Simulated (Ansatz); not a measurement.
Equation of state of CsCdCl3 and its gap

A database entry relaxed whole under r2SCAN (Pm-3m):

```
Cs Cd Cl
1.0
     5.25857    0.00000    0.00000
     0.00000    5.25857    0.00000
     0.00000    0.00000    5.25857
Cs Cd Cl
1 1 3
Direct
  0.00000 0.00000 0.00000
  0.50000 0.50000 0.50000
  0.00000 0.50000 0.50000
  0.50000 0.00000 0.50000
  0.50000 0.50000 0.00000
```

The cell was scaled uniformly, its shape held, and the atoms relaxed at each volume with plane-wave PAW DFT (Ansatz 0.2.0; r2SCAN, 500 eV, 6×6×6 Γ-centred mesh, fermi-dirac occupations of width 0.020 eV; no spin, no spin-orbit coupling). One row is withheld.

```json
{"volume (Å³/atom)": "27.338", "energy over the lowest (meV/atom)": "13.2", "pressure (GPa)": "2.57", "gap over mesh and path (eV)": "2.586"}
{"volume (Å³/atom)": "27.919", "energy over the lowest (meV/atom)": "5.7", "pressure (GPa)": "1.62", "gap over mesh and path (eV)": "2.551"}
{"volume (Å³/atom)": "28.501", "energy over the lowest (meV/atom)": "1.4", "pressure (GPa)": "0.77", "gap over mesh and path (eV)": "2.515"}
{"volume (Å³/atom)": "29.083", "energy over the lowest (meV/atom)": "0.0", "pressure (GPa)": "0.01", "gap over mesh and path (eV)": "2.477"}
{"volume (Å³/atom)": "29.664", "energy over the lowest (meV/atom)": "?", "pressure (GPa)": "?", "gap over mesh and path (eV)": "?"}
{"volume (Å³/atom)": "30.246", "energy over the lowest (meV/atom)": "4.7", "pressure (GPa)": "-1.26", "gap over mesh and path (eV)": "2.399"}
{"volume (Å³/atom)": "30.827", "energy over the lowest (meV/atom)": "10.3", "pressure (GPa)": "-1.79", "gap over mesh and path (eV)": "2.360"}
```

**Question.** Fit the pressures of the other rows to the third-order Birch-Murnaghan form.

**Answer.** With f = [(V₀/V)^(2/3) − 1]/2 and P = 3B₀f(1 + 2f)^(5/2)[1 + 3(B₀′ − 4)f/2], least squares gives V₀ = 29.09 Å³ an atom, B₀ = 35.6 GPa and B₀′ = 4.9; the rows miss the fit by less than 0.01 GPa. The slope of the energies differs from these pressures by less than 0.05 GPa.

**Question.** How does the gap move with volume?

**Answer.** A parabola in ln(V/V₀) through the other rows has the slope dE_g/d ln V = -1.9 eV at V₀, so by B₀ the gap moves by +53 meV a GPa: it widens under pressure.

**Question.** What does the withheld row hold?

**Answer.** The fit gives -0.66 GPa at 29.664 Å³; the run gave -0.66 GPa and 1.2 meV an atom. Its gap is 2.439 eV, against 2.439 eV from the parabola.

Caveats: the shape of the cell was held; 0 K, fixed nuclei; the symmetry was kept, and this need not be the phase that is stable at 0 K; one mesh for all volumes; r2SCAN gaps lie as a rule under measured ones; the slope of the gap can be off by tens of per cent, more where shallow d levels or spin-orbit coupling act on the edges; no spin-orbit coupling, which narrows gaps of heavier elements; pressure is positive in compression.
